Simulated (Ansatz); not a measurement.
# Harmonic thermodynamics of LiW3N3

Computed with Ansatz, DFT PBE, scalar-relativistic, plane waves, PAW. Cutoff 420 eV, 10×10×10 k-points (Γ-centred), Fermi-Dirac smearing of 0.15 eV. No spin polarisation. Phonons by linear response, acoustic sum rule imposed.

Equilibrium structure at this level:
```cif
data_structure
_symmetry_space_group_name_H-M 'P 1'
_symmetry_Int_Tables_number 1
_cell_length_a 4.1739
_cell_length_b 4.1739
_cell_length_c 4.1739
_cell_angle_alpha 90.000
_cell_angle_beta 90.000
_cell_angle_gamma 90.000
_cell_volume 72.71
loop_
_atom_site_label
_atom_site_type_symbol
_atom_site_fract_x
_atom_site_fract_y
_atom_site_fract_z
_atom_site_occupancy
Li1 Li 0.00000 0.00000 0.00000 1
W1 W 0.00000 0.50000 0.50000 1
W2 W 0.50000 0.00000 0.50000 1
W3 W 0.50000 0.50000 0.00000 1
N1 N 0.50000 0.00000 0.00000 1
N2 N 0.00000 0.50000 0.00000 1
N3 N 0.00000 0.00000 0.50000 1
```

The structure comes from a generated guess, relaxed at this level; another structure or a mixture of phases may lie lower. In a metal, frequencies and elastic constants depend on the k mesh and the smearing, soft modes and shear constants most. Spin–orbit coupling is left out, which matters for heavy elements. The q mesh is coarse, so values between its points are rough.

Force constants from linear response on a 2×2×2 q mesh, interpolated to a fine mesh.

Q: How much zero-point energy does an atom carry?

A: 68.4 meV.

Q: How large are the vibrational entropy and heat capacity at 300 K?

A: S = 2.43 k_B and C_V = 2.25 k_B per atom, 75 % of the Dulong–Petit value.

Q: Tabulate them against temperature.

A:
| T (K) | F_vib (meV/atom) | S (k_B/atom) | C_V (k_B/atom) |
| --- | --- | --- | --- |
| 100 | 66.4 | 0.67 | 1.01 |
| 200 | 56.5 | 1.61 | 1.76 |
| 300 | 39.0 | 2.43 | 2.25 |
| 400 | 15.1 | 3.11 | 2.52 |
| 500 | -14.3 | 3.69 | 2.67 |
| 600 | -48.3 | 4.19 | 2.76 |
| 700 | -86.3 | 4.62 | 2.82 |
| 800 | -127.8 | 5.00 | 2.86 |
| 900 | -172.4 | 5.34 | 2.89 |
| 1000 | -219.7 | 5.64 | 2.91 |
